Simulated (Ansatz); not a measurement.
Si2Mo (MoSi2 or CaC2 type, I4/mmm) at seven volumes, plane-wave PAW PBEsol (Ansatz code), shape and atoms relaxed at each. One row is withheld.

| V (Å³/atom) | P (GPa) |
|---|---|
| 12.074 | 25.33 |
| 12.472 | 15.50 |
| 12.870 | 7.13 |
| 13.268 | 0.00 |
| 13.666 | -6.06 |
| 14.064 | -11.20 |
| 14.462 | ? |

Fit the shown pressures and predict the withheld one.

Third-order Birch–Murnaghan: P = (3/2)B₀(x^(7/2) − x^(5/2))[1 + (3/4)(B′ − 4)(x − 1)] with x = (V₀/V)^(2/3). Least squares on the six rows gives V₀ = 13.269 Å³/atom, B₀ = 218.5 GPa, B′ = 4.36. At V = 14.462, x = 0.9442 and P = -15.60 GPa. The run itself gave -15.56 GPa.

The cell was relaxed with PBEsol under the symmetry of its start. The run is not spin-polarised.

Potentials: the earlier of the program's two PAW sets. The files were generated under PBE; for other functionals the program regenerates the frozen cores, and for LDA and PBEsol the local potential too.
